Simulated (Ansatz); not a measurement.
Given:

Au (fcc, Cu type)

```
Au
1.0
    0.00000     2.06201     2.06201
    2.06201     0.00000     2.06201
    2.06201     2.06201     0.00000
Au
1
Direct
  0.00000   0.00000   0.00000
```

Equation-of-state scan: isotropic scaling of the cell above, V₀ being its volume. Symmetry pins the atoms to their sites.

Level of theory: r2SCAN (plane waves to 500 eV, PAW, scalar-relativistic; Ansatz, an electronic-structure program). k mesh 19×19×19 (Γ-centred), Fermi-Dirac smearing 0.05 eV. E stands for the smeared free energy. Compression counts positive. Au was relaxed with its symmetry unable to fall. Spin-orbit coupling is left out, though Au is heavy. The PAW data are Ansatz's earlier set. The zero of ΔE is the relaxed starting cell.

The scan covers V/V₀ from 0.900 to 1.100 in 9 points.

What is ΔE at V/V₀ = 1.100?

67 meV/atom.

What pressure does the cell carry at V/V₀ = 0.900?

21.9 GPa.

What is ΔE at V/V₀ = 0.900?

106 meV/atom.

(A scan under strain: stresses follow from slopes of the energy per volume, elastic moduli from its curvatures.)
